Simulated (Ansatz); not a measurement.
Relaxed Te (trigonal-Te type, space group P3_121):

```
CELL_PARAMETERS angstrom
      4.52090     0.00000     0.00000
     -2.26045     3.91521     0.00000
      0.00000     0.00000     5.95427
ATOMIC_POSITIONS crystal
  Te 0.26811 0.00000 0.33333
  Te 0.00000 0.26811 0.66667
  Te 0.73189 0.73189 0.00000
```

In this cell atom 1 (Te, nearest neighbour Te at 2.889 Å; its periodic images, 4.5 Å or more away, move with it) is moved by s along Cartesian [111], unit vector (0.577, 0.577, 0.577); all other atoms and the cell stay fixed.

Level of theory: PBE (plane waves to 420 eV, PAW, scalar-relativistic; Ansatz, a quantum-chemistry and plane-wave program). k mesh 7×7×5 (Γ-centred), Fermi-Dirac smearing 0.05 eV. Energies are smeared free energies. As the smearing reaches across the gap at some points, energies and forces of such displacements shift with the k mesh and the smearing. Spin-orbit coupling is left out, though Te is heavy. Te was relaxed with its symmetry unable to fall. The zero of ΔE is the undisplaced structure.

Q: What ΔE (eV/cell) does the calculation give at s (Å) = -0.580, -0.464, -0.232, 0.232, 0.348?

A: 
| s (Å) | ΔE (eV/cell) |
|---|---|
| -0.580 | 1.481 |
| -0.464 | 0.794 |
| -0.232 | 0.143 |
| 0.232 | 0.075 |
| 0.348 | 0.141 |

(For displaced atoms, the force is minus the slope of the energy, and its curvature is a force constant, which sets phonon frequencies.)
